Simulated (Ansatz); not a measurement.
## La3GeI3: checking a database structure before trusting its electric field gradients

The cell is an entry of the Crystallography Open Database (COD).

Space group I4_132 (No. 214); a = 12.6036 Å.

```
site  Wyckoff  site symmetry       x       y       z
  La      24g            ..2  0.3631  0.8750  0.3869
  Ge       8a            .32  0.8750  0.3750  0.1250
   I      24h            ..2  0.6250  0.8844  0.3656
```

One atom of each set is listed; the run and its k-mesh use a cell of 28 atoms with edges of 10.92, 10.92, 10.92 Å.

Level of theory: DFT, PBE, plane waves and PAW, scalar-relativistic, 420 eV cutoff, Γ-centred 4×4×4 k-points, Fermi–Dirac smearing 0.05 eV (Ansatz 0.2.0).

Task: Do the atoms and the cell lie near the calculated equilibrium?

Result: Nearly. The largest force is 0.22 eV/Å, on atom 1 (La: 2 Ge at 3.00 Å, 4 I at 3.28–3.31 Å), and the pressure is 1.2 GPa. Relaxing the atoms is still advisable, since electric field gradients respond to shifts of a few hundredths of an ångström.
